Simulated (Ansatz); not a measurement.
Guessed and relaxed cells of SiGe4Pt

The guess for SiGe4Pt was made by a generator: random cell by space group and Wyckoff sites (I4/mmm, No. 139). Its size is a rough estimate.

start.cif

```cif
data_structure
_symmetry_space_group_name_H-M 'I4/mmm'
_symmetry_Int_Tables_number 139
_cell_length_a 6.5280
_cell_length_b 6.5280
_cell_length_c 4.9973
_cell_angle_alpha 90.000
_cell_angle_beta 90.000
_cell_angle_gamma 90.000
_cell_volume 212.96
loop_
_atom_site_label
_atom_site_type_symbol
_atom_site_symmetry_multiplicity
_atom_site_Wyckoff_symbol
_atom_site_fract_x
_atom_site_fract_y
_atom_site_fract_z
_atom_site_occupancy
Si1 Si 2 a 0.00000 0.00000 0.00000 1
Ge1 Ge 8 j 0.81558 0.50000 0.00000 1
Pt1 Pt 2 b 0.00000 0.00000 0.50000 1
```

The calculation used Ansatz 0.2.0, DFT PBE, scalar-relativistic, plane waves, PAW. Cutoff 420 eV, Gaussian smearing, Γ-centred meshes. Cell and atoms relax first on a coarse mesh and then on a finer one. In between, the cell is made exact in the group found at 0.06 Å. In metals the finer mesh still leaves noise of several meV/atom or more. The steps can't lower the symmetry of their start. No spin polarisation.

end.cif

```cif
data_structure
_symmetry_space_group_name_H-M 'I4/mmm'
_symmetry_Int_Tables_number 139
_cell_length_a 7.8555
_cell_length_b 7.8555
_cell_length_c 4.4972
_cell_angle_alpha 90.000
_cell_angle_beta 90.000
_cell_angle_gamma 90.000
_cell_volume 277.52
loop_
_atom_site_label
_atom_site_type_symbol
_atom_site_symmetry_multiplicity
_atom_site_Wyckoff_symbol
_atom_site_fract_x
_atom_site_fract_y
_atom_site_fract_z
_atom_site_occupancy
Si1 Si 2 a 0.00000 0.00000 0.00000 1
Ge1 Ge 8 j 0.83079 0.50000 0.00000 1
Pt1 Pt 2 b 0.00000 0.00000 0.50000 1
```

The symmetry stays I4/mmm (No. 139). The volume per atom grows by 30.3 %, from 17.7 to 23.1 Å³. The shortest distance goes from 2.06 Å (Ge–Pt) to 2.25 Å (Si–Pt). The ratio c/a of the conventional cell changes by a factor of 0.75. The energy falls by about 1.2 eV/atom (the start's value is from the coarse mesh).

```
Volume per atom                             : 23.13 Å³
Density                                     : 6.15 g/cm³
Formation energy                            : +0.32 eV/atom
Gap on the 10×10×10 mesh of the 6-atom cell : 0 eV (a metal)
```

Formation energies are uncorrected and refer to the elements' standard structures at the same level. A positive value: parting into the elements would lower its energy.

The last run used Gaussian smearing of 0.10 eV. These runs have no spin–orbit coupling, which can matter for Pt. Symmetry constrained the relaxation, so the result can be a saddle point. In all, the 3 runs took 3.4 min on 1 thread of Intel(R) Xeon(R) 6975P-C (Granite Rapids), on a shared host. Another cell of SiGe4Pt relaxed alike, in I422, lies 187 meV/atom lower, so this cell isn't the stable form at this level.
